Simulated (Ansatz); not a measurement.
Relaxed-ion elastic tensor of LaB6 in space group Pm-3m (No. 221; La on 1a, B on 6f) in GPa (Voigt order), DFT-PBEsol in the program Ansatz with PAW potentials; density 4.80 g/cm³, 10.06 Å³ per atom.

```
 489  25.6  25.6   0.0   0.0   0.0
25.6   489  25.6   0.0   0.0   0.0
25.6  25.6   489   0.0   0.0   0.0
 0.0   0.0   0.0  90.9   0.0   0.0
 0.0   0.0   0.0   0.0  90.9   0.0
 0.0   0.0   0.0   0.0   0.0  90.9
```

**Question.** Is the crystal mechanically stable?

**Answer.** Yes: the smallest eigenvalue of C is 90.9 GPa.

**Question.** Work out the Voigt, Reuss and Hill averages.

**Answer.** K_V = 180, K_R = 180, K_H = 180; G_V = 147, G_R = 120, G_H = 134 GPa.

**Question.** Give Young's modulus, Poisson's ratio, Pugh's ratio and the universal anisotropy index.

**Answer.** E = 9KG/(3K + G) = 321 GPa; ν = 0.20; K/G = 1.35 (brittle by the Pugh limit of 1.75); A_U = 5G_V/G_R + K_V/K_R − 6 = 1.13.

**Question.** Estimate the sound speeds and the Debye temperature.

**Answer.** v_l = √((K + 4G/3)/ρ) = 8640 m/s, v_t = √(G/ρ) = 5270 m/s, mean 5820 m/s; Θ = (h/k)(3n/4πV)^(1/3) v_m = 803 K.

**Question.** Give the Zener ratio and Young's modulus along [100], [110] and [111].

**Answer.** A = 2C44/(C11 − C12) = 0.39; 1/E = S11 − 2(S11 − S12 − S44/2)Γ with Γ = 0, 1/4, 1/3 gives 487, 268, 233 GPa.

**Question.** Solve the Christoffel equation for the three sound speeds along [100], [110], [111].

**Answer.** Eigenvalues of C_ijkl n_j n_l equal ρv². In km/s, slowest first: [100] 4.35, 4.35, 10.09; [110] 4.35, 6.95, 8.51; [111] 6.20, 6.20, 7.92.

Symmetry was held in the PBEsol relaxation. As this level gives no gap, shear constants depend on the k-mesh and smearing (Fermi–Dirac, 0.1 eV here). Spin–orbit coupling is left out wherever it is not named.

Potentials: the earlier of the program's two PAW sets. The files were generated under PBE; for other functionals the program regenerates the frozen cores, and for LDA and PBEsol the local potential too.
